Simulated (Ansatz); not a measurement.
The relaxed structure here is a generated cell of Co2Si: the first start was made by placing the elements on the sites of a structure type, and the end was not matched to a known phase here, so it may be hypothetical.

A relaxed structure of Co2Si. Calculation: PBEsol (plane waves to 420 eV, PAW, scalar-relativistic; Ansatz, a first-principles code).

```
CELL_PARAMETERS angstrom
      4.33122     0.00000     0.00000
      0.00000     4.33122     0.00000
      0.00000     0.00000     6.94614
ATOMIC_POSITIONS crystal
  Si 0.13545 0.13545 0.00000
  Si 0.63545 0.36455 0.75000
  Si 0.36455 0.63545 0.25000
  Si 0.86455 0.86455 0.50000
  Co 0.23988 0.13138 0.32950
  Co 0.73988 0.36862 0.42050
  Co 0.26012 0.63138 0.92050
  Co 0.76012 0.86862 0.82950
  Co 0.86862 0.76012 0.17050
  Co 0.36862 0.73988 0.57950
  Co 0.63138 0.26012 0.07950
  Co 0.13138 0.23988 0.67050
```

Q: Find the space group and the Wyckoff positions (tolerance 0.01 Å).

A: Space group P4₁2₁2 (No. 92); a = 4.331 Å, b = 4.331 Å, c = 6.946 Å, α = 90.00°, β = 90.00°, γ = 90.00°

| atom | site | symmetry | x | y | z |
|---|---|---|---|---|---|
| Si | 4a | ..2 | 0.1355 | 0.1355 | 0.0000 |
| Co | 8b | 1 | 0.2399 | 0.1314 | 0.3295 |

Q: Give the shortest distances between elements (the closest pairs, up to four, under 3.6 Å).

A: Co–Si 2.28 Å; Co–Co 2.46 Å; Si–Si 2.95 Å.

The volume per atom is 10.86 Å³ and the band gap comes out as zero (metallic). The magnetic moment is zero (the starting moments vanished).

No spin polarisation in the result: the starting moments vanished. A magnetic state may lie lower.

The run could not lose the symmetry of its start, so the end can be a saddle point.
